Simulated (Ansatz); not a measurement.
A plane-wave DFT run in Ansatz 0.2.0 (scalar-relativistic PAW potentials unless the input names others): input and command.

```yaml
crystal:
  lattice:
    - [0.0, 4.0620096007, 4.0620096007]
    - [4.0620096007, 0.0, 4.0620096007]
    - [4.0620096007, 4.0620096007, 0.0]
  atoms:
    - { symbol: K, position: [0.25, 0.25, 0.25] }
    - { symbol: Ca, position: [0.75, 0.75, 0.75] }
    - { symbol: Hf, position: [0.0, 0.0, 0.0] }
    - { symbol: Sb, position: [0.5, 0.5, 0.5] }
    - { symbol: O, position: [0.7452205691, 0.2547794309, 0.2547794309] }
    - { symbol: O, position: [0.2547794309, 0.7452205691, 0.7452205691] }
    - { symbol: O, position: [0.7452205691, 0.7452205691, 0.2547794309] }
    - { symbol: O, position: [0.2547794309, 0.2547794309, 0.7452205691] }
    - { symbol: O, position: [0.2547794309, 0.7452205691, 0.2547794309] }
    - { symbol: O, position: [0.7452205691, 0.2547794309, 0.7452205691] }
basis:
  ecutwfc: 420
  ecutrho_ratio: 9
kpoints:
  mp_grid: { grid: [4, 4, 4] }
hamiltonian:
  xc: pbe
scf:
  occupations: { method: gaussian, width: 0.02 }
output:
  forces: true
  eigenvalues: true
  stress: true
```

```bash
ansatz run input.yaml --threads 2 --pin off --max-ram 5120MiB --backend cpu --events-out ev --progress --plain --runs-dir out
```

Abridged log:
```
Basis set: ecut = 420 eV, 2685 PW (Γ), exchange–correlation on 120×120×120 points (8 copies of the dense FFT grid, shifted against one another)
Bands: 58, of which v1, the nominal top of the filled ones, is band 48 counted from 1 (47 counted from 0)
Symmetry: 24 space group operations
k-points: 8 of 64 (time reversal used)
SCF iter   1: F=—  HF=-28974.254789 eV  |F-HF|=—  |Δ(HF+E_count)|=         —  Δρ=1.89e-3  dr2=3.16e-3  ethr=1.77e-3  ⟨swp⟩=7.6  Hψ=2024  notcnv=0  defer=3
SCF iter   2: F=—  HF=-28974.256331 eV  |F-HF|=—  |Δ(HF+E_count)|=   1.54e-3  Δρ=7.93e-4  dr2=6.26e-4  ethr=3.29e-6  ⟨swp⟩=2.5  Hψ=942  notcnv=0  defer=18
SCF iter   3: F=—  HF=-28974.256493 eV  |F-HF|=—  |Δ(HF+E_count)|=   1.63e-4  Δρ=3.37e-4  dr2=1.53e-4  ethr=6.52e-7  ⟨swp⟩=2.4  Hψ=760  notcnv=0  defer=10
automatic band count: iteration 3 solves 57 bands in place of 58: the levels show a gap, and the empty bands left out lie too high to hold charge; the band table lists the bands solved (type scf.n_extra_bands for more)
SCF iter   4: F=—  HF=-28974.256508 eV  |F-HF|=—  |Δ(HF+E_count)|=   1.51e-5  Δρ=6.89e-5  dr2=6.24e-6  ethr=1.60e-7  ⟨swp⟩=2.0  Hψ=699  notcnv=0  defer=10
SCF iter   5: F=—  HF=-28974.256710 eV  |F-HF|=—  |Δ(HF+E_count)|=   2.01e-4  Δρ=3.06e-5  dr2=1.51e-6  ethr=6.50e-9  ⟨swp⟩=2.0  Hψ=829  notcnv=0  defer=10
SCF iter   6: F=—  HF=-28974.256709 eV  |F-HF|=—  |Δ(HF+E_count)|=   1.09e-6  Δρ=1.25e-5  dr2=2.83e-7  ethr=1.57e-9  ⟨swp⟩=2.0  Hψ=780  notcnv=0  defer=10
SCF iter   7: F=-28974.256709 eV  HF=-28974.256709 eV  |F-HF|=1.39e-8  |Δ(HF+E_count)|=   2.67e-8  Δρ=4.81e-6  dr2=3.68e-8  ethr=1.04e-10  ⟨swp⟩=7.1  Hψ=1843  notcnv=0
SCF 1 converged in 7 iterations: F = -28974.256709 eV  dr2 = 3.68e-8
SCF converged after 7 iterations
Free energy (F): -28974.256709 eV
Harris-Foulkes:  -28974.256709 eV  (|F-HF|=1.39e-8)
Internal energy: -28974.256709 eV  (E = F + TS)
E sigma→0 (E₀):  -28974.256709 eV
Fermi energy:    10.857734 eV
--- Forces (eV/Å), atoms counted from 1 ---
  atom   1  K      0.00000000     0.00000000     0.00000000
  atom   2  Ca     0.00000000     0.00000000     0.00000000
  atom   3  Hf     0.00000000     0.00000000     0.00000000
  atom   4  Sb     0.00000000     0.00000000     0.00000000
  atom   5  O      0.00023030     0.00000000     0.00000000
  atom   6  O     -0.00023030     0.00000000     0.00000000
  atom   7  O      0.00000000     0.00000000    -0.00023030
  atom   8  O      0.00000000     0.00000000     0.00023030
  atom   9  O      0.00000000     0.00023030     0.00000000
  atom  10  O      0.00000000    -0.00023030     0.00000000
--- Stress (GPa, compression-positive) ---
        0.023994       0.000000       0.000000
        0.000000       0.023994       0.000000
        0.000000       0.000000       0.023994
  P = ⅓ Tr σ = 0.0240 GPa (0.240 kbar)
```

Apart from outputs, empty bands and the relaxation, which only the reference makes, the input differs from a reference run on usual settings in kpoints.mp_grid.grid: [6, 6, 6] → [4, 4, 4]; basis.ecutrho_ratio: not typed → 9. The reference, at the same geometry, ended its own course with pressure 0.03 GPa, largest force 0.000 eV/Å, gap on the mesh 3.31 eV. This run converged in 7 SCF iterations with an energy at zero smearing 0.01 meV/atom below the reference's, pressure 0.02 GPa, largest force 0.000 eV/Å, gap on the mesh 3.31 eV. Its k mesh is looser than usual, yet energy, pressure and forces hardly moved.

Time: 3.4 s on 2 threads of Arm Neoverse V1, with other jobs on the host, peak memory 0.55 GiB.